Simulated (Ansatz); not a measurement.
**What a change of settings does to a run on SiAu**

The structure comes from a relaxation in the same program, started in the L11 type, and has space group R-3m. Whether it is a known phase or the ground state wasn't checked.

First run: DFT, PBE, PAW with Ansatz's default frozen-core files, fully relativistic files with spin-orbit coupling (Ansatz 0.2.0).

Command: `ansatz run input.yaml --threads 1 --pin off --max-ram 2048MiB --backend cpu --events-out ev --progress --plain --runs-dir out` The run took 2.7 min on 1 thread of Intel(R) Xeon(R) Processor @ 2.50GHz (Skylake/Cascade Lake), with other jobs on the host, peak memory 0.93 GiB.

```yaml
crystal:
  lattice:
    - [1.648280997, -0.9516354773, 3.6168697693]
    - [0.0, 1.9032709546, 3.6168697693]
    - [-1.648280997, -0.9516354773, 3.6168697693]
  atoms:
    - { symbol: Au, position: [0.0, 0.0, 0.0] }
    - { symbol: Si, position: [0.5, 0.5, 0.5] }
kpoints:
  mp_grid: { grid: [15, 15, 15] }
  band_path:
    path:
      - [0.0, 0.0, 0.0]
      - [0.5, 0.5, 0.5]
      - [0.7871820007, 0.2128179993, 0.5]
      - [0.5, -0.2128179993, 0.2128179993]
      - [0.5, 0.0, 0.0]
      - [0.0, 0.0, 0.0]
      - [0.3564089997, -0.3564089997, 0.0]
      - [0.6435910003, 0.0, 0.3564089997]
      - [0.5, 0.0, 0.5]
    npoints: 5
scf:
  occupations: { method: fermi_dirac, width: 0.08 }
hamiltonian:
  xc: pbe
  pseudopotentials: { kind: paw_fr }
output:
  forces: true
  stress: true
  eigenvalues: true
  efg: { contact_densities: true }
  write_density: true
  write_potential: true
  elf: true
  volumetric_format: npy
magnetization:
  noncollinear: true
  spin_orbit: true
```

Result: converged; pressure 1.46 GPa; 8 SCF iterations.

The input is then changed:

```diff
@@ -38,3 +38,5 @@
   noncollinear: true
   spin_orbit: true
+basis:
+  ecutwfc: "800 eV"
```

Task: What does the second run give?

Result: It converged; energy at zero smearing -1.1 meV/atom from the first run; pressure 1.45 GPa; 8 SCF iterations.
